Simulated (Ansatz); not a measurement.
**CdI2-type VP₂**

The computed numbers are results of PBEsol, scalar-relativistic (collinear spin) in the plane-wave PAW code Ansatz at 420 eV, 12×12×6 k-mesh, Gaussian smearing of 0.05 eV; PAW files: Ansatz's generated set soft_2.

```xyz
3
Lattice="2.9575 0.0000 0.0000 -1.4787 2.5612 0.0000 0.0000 0.0000 5.1695" Properties=species:S:1:pos:R:3 pbc="T T T"
V     0.0000    0.0000    0.0000
P     0.0000    1.7075    1.6478
P     1.4787    0.8537    3.5216
```

This is a trial structure made by placing the elements on a prototype's sites, so it needn't be the stable form.

Magnetic state: non-magnetic, site spin moments none.

Path: Γ–M–K–Γ–A–L–H–A | L–M | H–K, with Γ = (0.000, 0.000, 0.000), M = (0.500, 0.000, 0.000), K = (0.333, 0.333, 0.000), A = (0.000, 0.000, 0.500), L = (0.500, 0.000, 0.500), H = (0.333, 0.333, 0.500) in reciprocal vectors of the calculation's cell.

Levels between -6 and 6 eV from the Fermi level at the path's named points (both spins alike):
```tsv
point	below E_F (eV)	above E_F (eV)
Γ	-0.92 -0.92 -0.41	0.82 0.82 3.96 3.96 4.38 4.38 4.62
M	-4.28 -2.83 -2.27 -0.98 -0.46	0.10 2.29 2.81 4.08 5.97
K	-5.28 -5.28 -1.98 -1.98 -1.52	1.97 3.27 3.27 3.39 3.39 5.08
A	-3.45 -2.86 -0.80 -0.80	0.72 0.72 2.72 2.72 3.71
L	-2.97 -1.92 -1.25	1.69 2.28 2.52 2.69 3.09 4.50 5.34
H	-5.39 -5.34 -5.34 -3.47 -1.42 -1.42	1.37 1.37 2.65
```

Problem. By these bands, is it a metal or an insulator, and if it has a gap, where are the band edges on this path?

Solution. A metal: bands cross the Fermi level.

With 23 valence electrons in the calculation's cell and no magnetic order, the bands, two electrons each, can't all be full or empty: band theory demands a metal. (Only strong correlation, outside this picture, could make a Mott insulator of it.)

The starting moments died out; a magnetic state reached from other starts isn't excluded.
